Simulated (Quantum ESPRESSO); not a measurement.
## How NMR parameters follow strain in BaSrYNbO6 (F-43m)

```
CELL_PARAMETERS angstrom
      0.00000     4.25246     4.25246
      4.25246     0.00000     4.25246
      4.25246     4.25246     0.00000
ATOMIC_POSITIONS crystal
  Ba 0.25000 0.25000 0.25000
  Sr 0.75000 0.75000 0.75000
  Y  0.50000 0.50000 0.50000
  Nb 0.00000 0.00000 0.00000
  O  0.76390 0.23610 0.23610
  O  0.76390 0.23610 0.76390
  O  0.23610 0.76390 0.76390
  O  0.23610 0.76390 0.23610
  O  0.76390 0.76390 0.23610
  O  0.23610 0.23610 0.76390
```
The cell was made here from a computed Materials Project entry: atoms relaxed in the unchanged cell (PBE without dispersion, pw.x of a modified build of Quantum ESPRESSO, symmetry kept). The parent is BaSrYNbO6 in F-43m; whether this form has been observed was not checked. Stability against distortions was not tested. The run has no spin polarisation.

The last row's change in full: strained by +2 % along the cube axis and by -1 % across it, atoms relaxed (PBE, pw.x of Quantum ESPRESSO); the other rows go along the same path.

Method: shieldings by GIPAW with PBE in Quantum ESPRESSO, on JTH PAW datasets, 22.5 Ha, k-mesh 4×4×4 shifted, f-sum rule met within 0.002 %. Values are those of the named site's first atom. Shieldings are absolute and leave out the bulk-susceptibility term; a larger σ means a smaller chemical shift. By our sweeps, such settings leave a few ppm in absolute σ on light atoms and up to some 20 ppm from Zn on. Spin–orbit coupling is left out; its weight grows with the heaviest atom, Ba here.

Unchanged cell: σ_iso Ba (ppm) = 5036.5, σ_iso Nb (ppm) = 269.4, σ_iso O1 (ppm) = -182.7, σ_iso O2 (ppm) = -182.7.

**Question.** How do these values move along the path (axial strain (%): -2, +2)?

**Answer.** 
```tsv
axial strain (%)	σ_iso Ba (ppm)	σ_iso Nb (ppm)	σ_iso O1 (ppm)	σ_iso O2 (ppm)
-2	5034.9	272.4	-177.4	-192.9
0	5036.5	269.4	-182.7	-182.7
+2	5034.9	272.8	-187.8	-172.1
```
